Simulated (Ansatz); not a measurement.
The start is a randomly generated symmetric cell of HgTe (space group No. 9). The structure is fully relaxed (lattice and positions, P = 0) with PBE (plane waves to 420 eV, PAW, scalar-relativistic; Ansatz, a program for electronic structure). First-step values are on the input's coarse k-mesh.

Ansatz input (later rounds restart from its end on a renewed k-mesh):
Ansatz 0.2 input:
```yaml
crystal:
  lattice:
    - [6.6171128, -4.3881625, 0]
    - [6.6171128, 4.3881625, 0]
    - [-0.22166, 0, 5.2740933]
  atoms:
    - { symbol: Hg, position: [0.90105659, 0.02306136, 0.87782406] }
    - { symbol: Hg, position: [0.02306136, 0.90105659, 0.37782406] }
    - { symbol: Hg, position: [0.60127552, 0.86845078, 0.95736533] }
    - { symbol: Hg, position: [0.86845078, 0.60127552, 0.45736533] }
    - { symbol: Te, position: [0.34062804, 0.61778676, 0.46125896] }
    - { symbol: Te, position: [0.61778676, 0.34062804, 0.96125896] }
    - { symbol: Te, position: [0.93053264, 0.44209412, 0.85490426] }
    - { symbol: Te, position: [0.44209412, 0.93053264, 0.35490426] }
basis: { ecutwfc: 420, ecutrho_ratio: 4, xc_grid: 2, fft_grid_basis: typed }
kpoints: { mp_grid: { grid: [3, 3, 5] } }
hamiltonian:
  xc: pbe
  dispersion: none
  pseudopotentials: { azcp: { folder: ./paw }, kind: paw }
scf: { occupations: { method: fermi_dirac, width: 0.05 } }
relax: { f_tol: 0.01, max_steps: 100, cell: { stress_tol: 0.02 } }
output: { forces: true, stress: true }
```

Task: How large is the pressure on the unrelaxed cell, and of which sign?

Result: +4 GPa (positive: the cell is compressed).

Task: Which atoms feel the largest initial force, and how large is it?

Result: About 3.9 eV/Å, on Hg3, Hg4 (atoms numbered as listed).

Task: Does the structure survive the relaxation? Give the final space group.

Result: The space group goes from Cc (No. 9) to P4₂/mmc (No. 131), with 8 atoms in the primitive cell.

Task: How much energy is released per atom?

Result: 0.44 to 0.50 eV/atom (the two k-meshes of the run give this range).

Task: How does the volume per atom move from start to end?

Result: -19.7 %, from 38.29 to 30.74 Å³/atom.

Task: How do the shortest distances between atoms change?

Result: The closest pairs of elements (up to four, under 3.6 Å), start → end: Hg–Te 2.42 → 3.13 Å; Hg–Hg 2.85 → 3.13 Å; Te–Te 2.97 → 3.13 Å.

Task: What band gap does the relaxed structure have at this level?

Result: No gap (metallic).

Task: What does it relax into? Give the structure.

Result: 
```cif
data_Hg4Te4
_chemical_formula_sum 'Hg4 Te4'
_space_group_name_H-M_alt 'P42/mmc'
_space_group_IT_number 131
_space_group_name_Hall '-P 4c 2'
_cell_length_a 6.25928
_cell_length_b 6.25928
_cell_length_c 6.27788
_cell_angle_alpha 90.000
_cell_angle_beta 90.000
_cell_angle_gamma 90.000
loop_
_atom_site_label
_atom_site_type_symbol
_atom_site_symmetry_multiplicity
_atom_site_Wyckoff_symbol
_atom_site_fract_x
_atom_site_fract_y
_atom_site_fract_z
_atom_site_occupancy
Hg1 Hg 2 b 0.50000 0.50000 0.50000 1
Hg2 Hg 2 c 0.00000 0.50000 0.00000 1
Te1 Te 2 a 0.00000 0.00000 0.00000 1
Te2 Te 2 d 0.50000 0.00000 0.00000 1
```

Final values are on a 8×8×8 k-mesh of the relaxed cell. No spin polarisation in the result.

The run could not lose the symmetry of its start, so the end can be a saddle point.

The relaxed structure here is a generated cell of HgTe: the first start was made by a random draw of sites in a space group, and the end was not matched to a known phase here, so it may be hypothetical. Known forms of HgTe include space group No. 216.
